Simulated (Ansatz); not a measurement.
A distorted cell of Nb (bcc, W type):

```
Nb
1.0
   -3.30962     3.30962     3.30962
    1.65481    -1.65481     1.65481
    1.65481     1.65481    -1.65481
Nb
2
Cartesian
  0.00000   0.04714   0.04714
 -1.65481   1.60767   1.60767
```

These are PBE (plane waves to 420 eV, PAW, scalar-relativistic; Ansatz, a quantum-chemistry and plane-wave program) values and carry that method's errors. k mesh 10×20×20 (Γ-centred), Fermi-Dirac smearing 0.05 eV. Compression counts positive. With partly filled bands, energies and forces of such displacements shift with the k mesh and the smearing. Nb is run without spin polarisation. Nb was relaxed with its symmetry unable to fall.

### Question
What forces act on the atoms (eV/Å, Cartesian)?

### Answer
```csv
atom,Fx,Fy,Fz
Nb1,0.000,-0.554,-0.554
Nb2,0.000,0.554,0.554
```

### Question
Give the stress tensor in GPa and the pressure.

### Answer
```
    1.4      0.0      0.0
    0.0      1.1     -0.6
    0.0     -0.6      1.1
```
The pressure, a third of the trace, is 1.2 GPa.

(For displaced atoms, the force is minus the slope of the energy, and its curvature is a force constant, which sets phonon frequencies.)
